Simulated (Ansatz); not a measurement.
RbAlF₄ in space group P4/mmm (No. 123; Rb on 1a, Al on 1d, F on 2h, F on 2e), r²SCAN in the plane-wave PAW code Ansatz. The conduction-band minimum lies at Γ, with 1 equivalent valley. Second derivatives d²E/dk² of the lowest band at one valley (eV·Å²), along Cartesian directions:

| direction | d²E/dk² |
|---|---|
| [100] | 15.00 |
| [010] | 15.00 |
| [001] | 15.32 |
| [110] | 15.00 |
| [101] | 15.16 |
| [011] | 15.16 |

Q: Find the principal effective masses, the density-of-states mass and the conductivity mass.

A: Off-diagonal terms follow from H_xy = H[110] − (H_xx + H_yy)/2, and m*/mₑ = 7.620 eV·Å² over each eigenvalue: 0.50, 0.51, 0.51. One valley's DOS mass (m₁m₂m₃)^(1/3) = 0.50, conductivity mass 3/(Σ 1/mᵢ) = 0.50 mₑ.

Q: What effective density of states Nc follows at 300 K for parabolic valleys?

A: Nc = 2.509e19 × 1 × (0.50)^(3/2) ≈ 8.9e18 cm⁻³.

The workflow started from a Materials Project entry (that database holds measured and hypothetical structures alike); the Crystallography Open Database files this formula in space group No. 123, but the cells were not matched. Its standing as an ambient phase is unchecked. The cell was relaxed with r²SCAN under the symmetry of its start; whether a distortion lowers the energy is not shown. Spin–orbit coupling is left out wherever it is not named.

Potentials: the later of the program's two PAW sets.

Edges and masses are those of Kohn–Sham bands, whose gap is no quasiparticle gap.
